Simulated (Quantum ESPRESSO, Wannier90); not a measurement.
**Wannierisation of MgO (P6₃/mmc)**

```
begin unit_cell_cart
ang
    3.4863801527    0.0000000000    0.0000000000
   -1.7431900764    3.0192937795    0.0000000000
    0.0000000000    0.0000000000    4.1780400000
end unit_cell_cart
begin atoms_frac
Mg  -0.3333333333  0.3333333333 -0.2500000000
Mg   0.3333333333 -0.3333333333  0.2500000000
O   -0.3333333333  0.3333333333  0.2500000000
O    0.3333333333 -0.3333333333 -0.2500000000
end atoms_frac
```

Cell from Materials Project (mp-1065577), symmetrised, no further relaxation. Not found in the COD (Crystallography Open Database) copy used, which has the formula in other groups; not checked further. Level: PBEsol, no spin polarisation, no spin-orbit coupling; pw.x of Quantum ESPRESSO at 68 Ry with PseudoDojo potentials, 6×6×6 k-points, Wannier90. Density: 12×12×8 mesh, cold smearing 0.01 Ry.

Bands 9-10 form an isolated set from -16.81 to -15.38 eV relative to the valence-band maximum (on the path) and are turned into 2 Wannier functions by minimising the spread from the start: atomic waves O 2s.

Centres (Cartesian, Å; one of the equivalent choices) and spreads:

| n | x | y | z | spread (Å²) | nearest atom |
|---|---|---|---|---|---|
| 1 | -1.743 | 1.006 | 1.045 | 0.555 | O3 |
| 2 | 1.743 | -1.006 | -1.045 | 0.555 | O4 |

Ω_I = 1.11 Å², Ω_total = 1.11 Å²; the interpolated bands follow pw.x to 0.0 meV rms on the path. Only this start was tried; a symmetric start can stop on a saddle, and mixtures of these functions could lower the total by at most Ω_total − Ω_I.
